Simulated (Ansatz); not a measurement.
KZnF3 (cubic perovskite)

```
KZnF3
1.0
    4.12746     0.00000     0.00000
    0.00000     4.12746     0.00000
    0.00000     0.00000     4.12746
K Zn F
1 1 3
Cartesian
  0.00000   0.00000   0.00000
  2.06373   2.06373   2.06373
  0.00000   2.06373   2.06373
  2.06373   0.00000   2.06373
  2.06373   2.06373   0.00000
```

The slice is a {210} plane (indices of the conventional cell) through the point (0.500, 0.500, 0.000) (fractional), spanned by u = [100] and v = [021] in vectors of this cell: u (4.13 Å) and v (9.23 Å, at 90° to u). It covers one period; positions are fractions (u, v).

All values below come from PBE (plane waves to 420 eV, PAW, scalar-relativistic; Ansatz, a quantum-chemistry and plane-wave program). k mesh 8×8×8. These are valence fields of a PAW run, semicore shells included where kept as valence: close to a nucleus they are smooth pseudo fields. KZnF3 was relaxed with its symmetry unable to fall.

Three fields on this plane, each scaled to ten steps between its own extremes (0 low, 9 high; the total valence density on a logarithmic scale, the potential cut 8 eV below its top; x marks points blanked near nuclei; v = 0 in the bottom row):

Map A
```
|xxx852000258xx|
|xxx642222246xx|
|x8753344433578|
|55433567653345|
|33234688864323|
|33235799975323|
|55435799975345|
|76544688864456|
|87643466643467|
|87643334333467|
|77643233323467|
|77543455543457|
|x875578x875578|
|xxx77xxxxx77xx|
|xxx89xxxxx98xx|
|xxxxxxxxxxxxxx|
|xxx89xxxxx98xx|
|xxx77xxxxx77xx|
|x875578x875578|
|77543455543457|
|77643233323467|
|87643334333467|
|87643466643467|
|76544688864456|
|55435799975345|
|33235799975323|
|33234688864323|
|55433567653345|
|x8753344433578|
|xxx642222246xx|
|xxx852000258xx|
|xxxx5200025xxx|
```

Map B
```
|xxx999888999xx|
|xxx998777899xx|
|x8988655568898|
|99986432346899|
|99875200025789|
|99874000004789|
|99874100014789|
|99975300035799|
|98987532357898|
|88988766678898|
|67888888888887|
|34578999998754|
|x004788x887400|
|xxx05xxxxx50xx|
|xxx04xxxxx40xx|
|xxxxxxxxxxxxxx|
|xxx04xxxxx40xx|
|xxx05xxxxx50xx|
|x004788x887400|
|34578999998754|
|67888888888887|
|88988766678898|
|98987532357898|
|99975300035799|
|99874100014789|
|99874000004789|
|99875200025789|
|99986432346899|
|x8988655568898|
|xxx998777899xx|
|xxx999888999xx|
|xxxx9988899xxx|
```

Map C
```
|xxx720000027xx|
|xxx500000005xx|
|x7510001000157|
|22100145410012|
|00000488840000|
|00001699961000|
|32001699961002|
|65200378730025|
|77400035300047|
|76410000000146|
|43200000000023|
|11000123210001|
|x110148x841011|
|xxx12xxxxx21xx|
|xxx13xxxxx31xx|
|xxxxxxxxxxxxxx|
|xxx13xxxxx31xx|
|xxx12xxxxx21xx|
|x110148x841011|
|11000123210001|
|43200000000023|
|76410000000146|
|77400035300047|
|65200378730025|
|32001699961002|
|00001699961000|
|00000488840000|
|22100145410012|
|x7510001000157|
|xxx500000005xx|
|xxx720000027xx|
|xxxx3000003xxx|
```

Assign the maps to these fields: electron localisation function (ELF); valence electron density; electrostatic potential energy of an electron, from the cell's mean.

A is the valence electron density; B is the electrostatic potential energy of an electron, from the cell's mean; C is the electron localisation function (ELF).
